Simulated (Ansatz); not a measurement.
Data:

PtSe2:
```
PtSe2
1.0
    5.78062     0.00000     0.00000
    0.00000     5.78062     0.00000
    0.00000     0.00000     4.02341
Pt Se
2 4
Direct
  0.00000   0.00000   0.00000
  0.50000   0.50000   0.50000
  0.31017   0.31017   0.00000
  0.81017   0.18983   0.50000
  0.18983   0.81017   0.50000
  0.68983   0.68983   0.00000
```

This is the PBE-relaxed structure.

**Question.** All from DFT-PBE in the program Ansatz with PAW potentials, unless another level is named. Estimate the electronic character.

**Answer.** metallic (no gap).

**Question.** Predict the formation energy from the elements (no fitted shifts).

**Answer.** -0.061 eV/atom.

**Question.** What about the density of states at the Fermi level?

**Answer.** 1.3 states/eV per atom (mean over ±0.08 eV).

Space group P4_2/mnm (rutile). The cell is a constructed one: a structure type filled with these elements; neither database checked (COD, Materials Project) lists it. COD files the formula under space group No. 164, so this cell is another polymorph or a model. Its standing as an ambient phase is unchecked. Symmetry was held in the PBE relaxation; whether a distortion lowers the energy is not shown. No spin polarisation was allowed. The references are the lowest solids computed at this level, not always the standard phases. Spin–orbit coupling is left out wherever it is not named.

Potentials: the later of the program's two PAW sets.
